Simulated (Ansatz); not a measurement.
Theory: Ansatz 0.2.0, DFT PBE, scalar-relativistic, plane waves, PAW. Settings: cutoff 420 eV, Γ-centred meshes spaced at most about 0.3 Å⁻¹, and about 0.25 Å⁻¹ or finer for metals (2π included), Gaussian smearing. No spin polarisation in the final relaxations.

These are static total energies at zero pressure.

Two relaxed structures of GeSb2Te4:

A.

Space group I-4m2 (No. 119). a = 6.116 Å, b = 6.116 Å, c = 12.137 Å, α = 90.00°, β = 90.00°, γ = 90.00°
```csv
atom,site,symmetry,x,y,z
Ge,2a,-4m2,0.0000,0.0000,0.0000
Sb,2b,-4m2,0.5000,0.5000,0.0000
Sb,2d,-4m2,0.5000,0.0000,0.2500
Te,4f,2mm.,0.0000,0.5000,0.0038
Te,4e,2mm.,0.0000,0.0000,0.2461
```

B.

Space group R-3m:H (No. 166). a = 4.326 Å, b = 4.326 Å, c = 39.466 Å, α = 90.00°, β = 90.00°, γ = 120.00°
```csv
atom,site,symmetry,x,y,z
Ge,3a,-3m,0.0000,0.0000,0.0000
Sb,6c,3m,0.3333,0.6667,0.8074
Te,6c,3m,0.6667,0.3333,0.7634
Te,6c,3m,0.3333,0.6667,0.9585
```

Question: Which form is favoured at zero pressure, and by what margin per atom?

Answer: A is lower, by 14 meV/atom. A has space group I-4m2 (No. 119), 32.4 Å³/atom and no gap on its mesh; B has space group R-3m (No. 166), 30.5 Å³/atom and no gap. Counting all near atoms (for each partner element, those within 1.25 times its shortest distance or 1.15 times the sum of covalent radii, where it is the nearest in units of that sum or under 1.3; a plus sign parts groups by distance over the sum of covalent radii; a slash parts the counts of unlike sites), A has Ge 6, Sb 6, Te 4/5 and B has Ge 6, Sb 6, Te 6/6+3. The lower one is the more open, so pressure narrows the difference. Origin: A is a Materials Project cell, relaxed; B is a Materials Project cell, relaxed.

The k mesh leaves some 4 meV/atom of noise in the energy of each metallic cell. Spin–orbit coupling, which can matter for Sb and Te, is left out. The zero gap of I-4m2 may come from the functional, which often closes small gaps, or the cell may be a true semimetal.
